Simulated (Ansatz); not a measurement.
According to DFT-r²SCAN in the program Ansatz with PAW potentials, MoPt in the L1₀ or tetragonal B2 structure (P4/mmm) relaxes to a = 2.711 Å, c = 4.125 Å. Pt has 12 nearest neighbours from 2.71 Å (cuboctahedral); Mo has 12 nearest neighbours from 2.71 Å (cuboctahedral). Its formation energy from the elements is -0.27 eV/atom, with no fitted shifts.

Electronic character: metallic (no gap). Gap from r²SCAN with spin–orbit coupling: none (metallic).

An equation-of-state fit gives a bulk modulus of 292 GPa. Bader charges are Pt -0.81, Mo +0.81 e.

The start of the workflow was typed in or built on a structure type; neither database checked (COD, Materials Project) lists it. Whether it is the stable phase at ambient conditions was not checked. The r²SCAN relaxation kept the symmetry of its start; whether a distortion lowers the energy is not shown. The run is not spin-polarised. Axis ratios of metals converge slowly with the k-mesh, so a and c are less sure than the volume. The references are the lowest solids computed at this level, not always the standard phases. Spin–orbit coupling is left out wherever it is not named.

Potentials: the earlier of the program's two PAW sets.
